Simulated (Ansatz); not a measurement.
In$_{2}$O$_{3}$:
```
CELL_PARAMETERS angstrom
      5.12625     3.30322     0.00000
     -5.12625     3.30322     0.00000
     -2.55838     0.00000     5.39809
ATOMIC_POSITIONS crystal
  In 0.73600 0.05963 0.40577
  In 0.94037 0.26400 0.90577
  In 0.05963 0.73600 0.09423
  In 0.26400 0.94037 0.59423
  O  0.62099 0.19678 0.61904
  O  0.80322 0.37901 0.11904
  O  0.96116 0.96116 0.25000
  O  0.03884 0.03884 0.75000
  O  0.19678 0.62099 0.88096
  O  0.37901 0.80322 0.38096
```

PBE in the plane-wave PAW code Ansatz gives a gap of 1.19 eV without spin–orbit coupling, maximum off the standard path, at k = (0.177, -0.177, -0.073) in fractions of the reciprocal vectors, minimum at Γ.

Task: What happens when spin–orbit coupling is switched on?

Result: The gap hardly moves, to 1.19 eV; maximum off the standard path, at k = (0.177, -0.177, -0.073) in fractions of the reciprocal vectors, minimum at Γ.

Space group C2/c. The start of the workflow was typed in or built on a structure type; neither database checked (COD, Materials Project) lists it. It is not the phase usual at ambient conditions (space group No. 206). The cell was relaxed with PBE under the symmetry of its start; whether a distortion lowers the energy is not shown.

Potentials: the earlier of the program's two PAW sets.
